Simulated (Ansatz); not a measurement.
Here is the system:

BaTiO3:
```
CELL_PARAMETERS angstrom
      0.00000     2.79411    -2.79914
      0.00000     2.79411     2.79914
      3.92410     0.00000     0.00000
ATOMIC_POSITIONS crystal
  Ba 0.99831 0.00169 0.00000
  Ti 0.48830 0.51170 0.50000
  O  0.50894 0.98550 0.50000
  O  0.01450 0.49106 0.50000
  O  0.51006 0.48994 0.00000
```

This is the LDA-relaxed structure. Tensor components refer to the Cartesian frame of this cell.

Task: All from the program Ansatz at the LDA level (PAW), unless another level is named. Estimate the smallest direct gap on the standard path.

Result: 2.21 eV.

Task: What about the electron effective mass?

Result: 0.42, 0.69, 1.00 mₑ (principal values).

Task: Give the valence-band maximum.

Result: at T (k = 0.500, 0.500, 0.500 in fractions of the reciprocal vectors).

Space group Amm2. This is a known low-temperature phase of the composition, computed here at zero pressure and temperature. The LDA relaxation kept the symmetry of its start. At this level the phase is dynamically unstable (imaginary phonons). No spin polarisation was allowed. Spin–orbit coupling is left out wherever it is not named.

Potentials: the earlier of the program's two PAW sets. The files were generated under PBE; for other functionals the program regenerates the frozen cores, and for LDA and PBEsol the local potential too.
